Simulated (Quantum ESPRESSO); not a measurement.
## Al3SiN3C (finding a planted mistake in a log)

Computed values, not a measurement. The program is pw.x of Quantum ESPRESSO 7.5 (plane-wave density functional theory). The cell is made up: 8 atoms on a zincblende/diamond lattice, with randomly drawn elements, strain and displacements, not relaxed. PseudoDojo standard norm-conserving files (v0.5 for PBE, v0.4.1 for LDA and PBEsol) set the functional; there is no spin polarisation, spin-orbit coupling or dispersion term, and the masses in the input are unused placeholders.

Intended input:

```
&control calculation='scf', pseudo_dir='./dojo.nc.sr.pbe.v0_5.standard.upf', outdir='./o', disk_io='medium', tprnfor=.true., tstress=.true. /
&system ibrav=0, nat=8, ntyp=4, nbnd=22, ecutwfc=84.00895049, nosym=.true., tot_charge=0,
 occupations='smearing', smearing='fd', degauss=0.0018374661
/
&electrons conv_thr=7.350e-09, electron_maxstep=60, /
ATOMIC_SPECIES
Al 1.0 Al.upf
C 1.0 C.upf
N 1.0 N.upf
Si 1.0 Si.upf
CELL_PARAMETERS angstrom
4.4799 -0.0162 0.0241
-0.0162 4.5857 -0.0423
0.0241 -0.0423 4.4458
ATOMIC_POSITIONS angstrom
Al 0.0539 -0.1135 -0.0137
Si -0.1064 2.3167 2.1965
Al 2.3503 0.0632 2.0597
Al 2.111 2.1916 -0.0339
N 1.0909 1.2182 1.1532
C 1.0526 3.4868 3.4009
N 3.3074 1.1068 3.2816
N 3.3469 3.4614 1.1395
K_POINTS automatic
4 4 4 1 1 1
```

The log is shortened where brackets say so; the opening notice, blank lines, dates and the lines on written files are dropped, and the path of the files is cut. It prints rydbergs, bohrs and kilobars, and counts compression as positive stress. Where no state is partly filled, the Fermi energy that it prints is only some level between the filled and the empty states on the mesh, and need not lie in the true gap.

Log of the intended run:

```
     Program PWSCF v.7.5
     Parallel version (MPI & OpenMP), running on       1 processor cores
     Number of MPI processes:                 1
     Threads/MPI process:                     1
     [start-up lines left out]
     bravais-lattice index     =            0
     lattice parameter (alat)  =       8.4660  a.u.
     unit-cell volume          =     616.2605 (a.u.)^3
     number of atoms/cell      =            8
     number of atomic types    =            4
     number of electrons       =        32.00
     number of Kohn-Sham states=           22
     kinetic-energy cutoff     =      84.0090  Ry
     charge density cutoff     =     336.0358  Ry
     scf convergence threshold =      7.3E-09
     mixing beta               =       0.7000
     number of iterations used =            8  plain     mixing
     Exchange-correlation= PBE
                           (   1   4   3   4   0   0   0)
     [axes and pseudopotential details left out]
   Cartesian axes
     site n.     atom                  positions (alat units)
         1        Al     tau(   1) = (   0.0120313  -0.0253349  -0.0030580  )
         2        Si     tau(   2) = (  -0.0237500   0.5171212   0.4902908  )
         3        Al     tau(   3) = (   0.5246212   0.0141072   0.4597551  )
         4        Al     tau(   4) = (   0.4712060   0.4891971  -0.0075670  )
         5        N      tau(   5) = (   0.2435048   0.2719200   0.2574111  )
         6        C      tau(   6) = (   0.2349557   0.7783046   0.7591305  )
         7        N      tau(   7) = (   0.7382599   0.2470539   0.7325010  )
         8        N      tau(   8) = (   0.7470769   0.7726349   0.2543530  )
     number of k points=    32  Fermi-Dirac smearing, width (Ry)=  0.0018
                       cart. coord. in units 2pi/alat
        k(    1) = (   0.1247697   0.1237259   0.1264623), wk =   0.0625000
        k(    2) = (   0.1234227   0.1260452   0.3784145), wk =   0.0625000
     [further k points left out]
     Dense  grid:    64137 G-vectors     FFT dimensions: (  50,  54,  50)
     Estimated max dynamical RAM per process >      73.99 MB
     Initial potential from superposition of free atoms
     starting charge      31.9920, renormalised to      32.0000
     Starting wfcs are   32 randomized atomic wfcs
     total cpu time spent up to now is        4.4 secs
     per-process dynamical memory:    57.7 Mb
     Self-consistent Calculation
     iteration #  1     ecut=    84.01 Ry     beta= 0.70
     Davidson diagonalization with overlap
     ethr =  1.00E-02,  avg # of iterations =  3.2
     total cpu time spent up to now is       15.4 secs
     total energy              =     -96.04536240 Ry
     estimated scf accuracy    <       2.39153985 Ry
     iteration #  2     ecut=    84.01 Ry     beta= 0.70
     Davidson diagonalization with overlap
     ethr =  7.47E-03,  avg # of iterations =  2.0
     total cpu time spent up to now is       27.0 secs
     total energy              =     -96.73731647 Ry
     estimated scf accuracy    <       1.83394080 Ry
     [iterations 3 to 9 left out]
     iteration # 10     ecut=    84.01 Ry     beta= 0.70
     Davidson diagonalization with overlap
     ethr =  2.89E-08,  avg # of iterations =  2.0
     total cpu time spent up to now is      107.6 secs
     total energy              =     -97.06234784 Ry
     estimated scf accuracy    <       0.00000059 Ry
     iteration # 11     ecut=    84.01 Ry     beta= 0.70
     Davidson diagonalization with overlap
     ethr =  1.84E-09,  avg # of iterations =  3.3
     total cpu time spent up to now is      118.4 secs
     End of self-consistent calculation
     [lines on levels left out]
     the Fermi energy is     8.2141 ev
!    total energy              =     -97.06234808 Ry
     estimated scf accuracy    <          3.9E-09 Ry
     smearing contrib. (-TS)   =      -0.00000000 Ry
     internal energy E=F+TS    =     -97.06234808 Ry
     The total energy is F=E-TS. E is the sum of the following terms:
     one-electron contribution =      -1.83409360 Ry
     hartree contribution      =      20.24826530 Ry
     xc contribution           =     -32.58270488 Ry
     ewald contribution        =     -82.89381489 Ry
     convergence has been achieved in  11 iterations
     Forces acting on atoms (cartesian axes, Ry/au):
     atom    1 type  1   force =    -0.13160898    0.15232200    0.10439825
     atom    2 type  4   force =     0.06653127    0.03677709    0.06285945
     atom    3 type  1   force =    -0.11318705   -0.02465998    0.11562998
     atom    4 type  1   force =     0.02049615    0.08286148   -0.03734517
     atom    5 type  3   force =    -0.06469789   -0.01648751    0.01088310
     atom    6 type  2   force =     0.11663452   -0.17524507   -0.21528598
     atom    7 type  3   force =     0.05981699    0.04664902   -0.01097579
     atom    8 type  3   force =     0.04601499   -0.10221704   -0.03016385
     Total force =     0.459578     Total SCF correction =     0.000098
     Computing stress (Cartesian axis) and pressure
          total   stress  (Ry/bohr**3)                   (kbar)     P=      -58.05
  -0.00030843  -0.00040646  -0.00059221          -45.37      -59.79      -87.12
  -0.00040646  -0.00058735   0.00054037          -59.79      -86.40       79.49
  -0.00059221   0.00054037  -0.00028801          -87.12       79.49      -42.37
     init_run     :      4.18s CPU      4.27s WALL (       1 calls)
     electrons    :    108.26s CPU    114.06s WALL (       1 calls)
     forces       :      1.36s CPU      1.38s WALL (       1 calls)
     stress       :      5.16s CPU      5.20s WALL (       1 calls)
     [timing details left out]
     PWSCF        :   1m59.07s CPU   2m 5.11s WALL
     JOB DONE.
```

A second run was made from an input with one planted mistake. Its log:

```
     Program PWSCF v.7.5
     Parallel version (MPI & OpenMP), running on       1 processor cores
     Number of MPI processes:                 1
     Threads/MPI process:                     1
     [start-up lines left out]
     bravais-lattice index     =            0
     lattice parameter (alat)  =       8.4660  a.u.
     unit-cell volume          =     616.2605 (a.u.)^3
     number of atoms/cell      =            8
     number of atomic types    =            4
     number of electrons       =        32.00
     number of Kohn-Sham states=           40
     kinetic-energy cutoff     =      84.0090  Ry
     charge density cutoff     =     336.0358  Ry
     scf convergence threshold =      7.3E-09
     mixing beta               =       0.7000
     number of iterations used =            8  plain     mixing
     Exchange-correlation= PBE
                           (   1   4   3   4   0   0   0)
     [axes and pseudopotential details left out]
   Cartesian axes
     site n.     atom                  positions (alat units)
         1        Al     tau(   1) = (   0.0120313  -0.0253349  -0.0030580  )
         2        Si     tau(   2) = (  -0.0237500   0.5171212   0.4902908  )
         3        Al     tau(   3) = (   0.5246212   0.0141072   0.4597551  )
         4        Al     tau(   4) = (   0.4712060   0.4891971  -0.0075670  )
         5        N      tau(   5) = (   0.2435048   0.2719200   0.2574111  )
         6        C      tau(   6) = (   0.2349557   0.7783046   0.7591305  )
         7        N      tau(   7) = (   0.7382599   0.2470539   0.7325010  )
         8        N      tau(   8) = (   0.7470769   0.7726349   0.2543530  )
     number of k points=    32  Fermi-Dirac smearing, width (Ry)=  0.0448
                       cart. coord. in units 2pi/alat
        k(    1) = (   0.1247697   0.1237259   0.1264623), wk =   0.0625000
        k(    2) = (   0.1234227   0.1260452   0.3784145), wk =   0.0625000
     [further k points left out]
     Dense  grid:    64137 G-vectors     FFT dimensions: (  50,  54,  50)
     Estimated max dynamical RAM per process >      85.22 MB
     Initial potential from superposition of free atoms
     starting charge      31.9920, renormalised to      32.0000
     Starting wfcs are   32 randomized atomic wfcs +    8 random wfcs
     total cpu time spent up to now is        5.7 secs
     per-process dynamical memory:    49.4 Mb
     Self-consistent Calculation
     iteration #  1     ecut=    84.01 Ry     beta= 0.70
     Davidson diagonalization with overlap
     ethr =  1.00E-02,  avg # of iterations =  8.5
     total cpu time spent up to now is       29.9 secs
     total energy              =     -96.08595439 Ry
     estimated scf accuracy    <       2.35386456 Ry
     iteration #  2     ecut=    84.01 Ry     beta= 0.70
     Davidson diagonalization with overlap
     ethr =  7.36E-03,  avg # of iterations =  2.0
     total cpu time spent up to now is       45.1 secs
     total energy              =     -96.67145613 Ry
     estimated scf accuracy    <       2.12564207 Ry
     [iterations 3 to 9 left out]
     iteration # 10     ecut=    84.01 Ry     beta= 0.70
     Davidson diagonalization with overlap
     ethr =  1.21E-09,  avg # of iterations =  1.9
     total cpu time spent up to now is      159.1 secs
     total energy              =     -97.08122889 Ry
     estimated scf accuracy    <       0.00000002 Ry
     iteration # 11     ecut=    84.01 Ry     beta= 0.70
     Davidson diagonalization with overlap
     ethr =  6.83E-11,  avg # of iterations =  2.2
     total cpu time spent up to now is      168.6 secs
     End of self-consistent calculation
     [lines on levels left out]
     the Fermi energy is     8.6926 ev
!    total energy              =     -97.08122889 Ry
     estimated scf accuracy    <          2.3E-09 Ry
     smearing contrib. (-TS)   =      -0.06507850 Ry
     internal energy E=F+TS    =     -97.01615039 Ry
     The total energy is F=E-TS. E is the sum of the following terms:
     one-electron contribution =      -1.74739467 Ry
     hartree contribution      =      20.18571009 Ry
     xc contribution           =     -32.56065091 Ry
     ewald contribution        =     -82.89381489 Ry
     convergence has been achieved in  11 iterations
     Forces acting on atoms (cartesian axes, Ry/au):
     atom    1 type  1   force =    -0.14185400    0.16403424    0.11552071
     atom    2 type  4   force =     0.05171880    0.02037497    0.04543462
     atom    3 type  1   force =    -0.10036044   -0.01063664    0.10021703
     atom    4 type  1   force =     0.03211057    0.07027528   -0.02568998
     atom    5 type  3   force =    -0.06337644   -0.01579257    0.01256644
     atom    6 type  2   force =     0.11657478   -0.17485633   -0.21393781
     atom    7 type  3   force =     0.05957859    0.04579716   -0.00437848
     atom    8 type  3   force =     0.04560814   -0.09919611   -0.02973252
     Total force =     0.453007     Total SCF correction =     0.000038
     Computing stress (Cartesian axis) and pressure
          total   stress  (Ry/bohr**3)                   (kbar)     P=      -49.45
  -0.00026103  -0.00043571  -0.00060715          -38.40      -64.09      -89.32
  -0.00043571  -0.00052754   0.00053134          -64.09      -77.60       78.16
  -0.00060715   0.00053134  -0.00021994          -89.32       78.16      -32.35
     init_run     :      5.03s CPU      5.52s WALL (       1 calls)
     electrons    :    156.95s CPU    162.95s WALL (       1 calls)
     forces       :      1.85s CPU      1.88s WALL (       1 calls)
     stress       :      6.87s CPU      6.94s WALL (       1 calls)
     [timing details left out]
     PWSCF        :   2m50.96s CPU   2m58.02s WALL
     JOB DONE.
```

Question: what was wrong in the second input?

Answer: the smearing is too wide. The input lines that differ, file-writing options aside:

```
- &system ibrav=0, nat=8, ntyp=4, nbnd=22, ecutwfc=84.00895049, nosym=.true., tot_charge=0,
+ &system ibrav=0, nat=8, ntyp=4, nbnd=40, ecutwfc=84.00895049, nosym=.true., tot_charge=0,
-  occupations='smearing', smearing='fd', degauss=0.0018374661
+  occupations='smearing', smearing='fd', degauss=0.0448341731
```

```
                                            intended run  run with the mistake
                          free energy (eV)     -1320.601             -1320.857
                    smearing term -TS (eV)        0.0000               -0.8854
                            pressure (GPa)         -5.80                 -4.95
            largest force component (eV/Å)         5.535                 5.501
largest change of a force component (eV/Å)                               0.448
                                iterations            11                    11
```

For scale, a rerun of the intended cell at 1437 eV and a 6 x 6 x 6 mesh moved values by no more than 0.003 eV in energy, 0.02 GPa in stress and 0.002 eV/Å in force. The number of bands, nbnd, was set by rule from the electron count and the smearing, so it follows the mistake.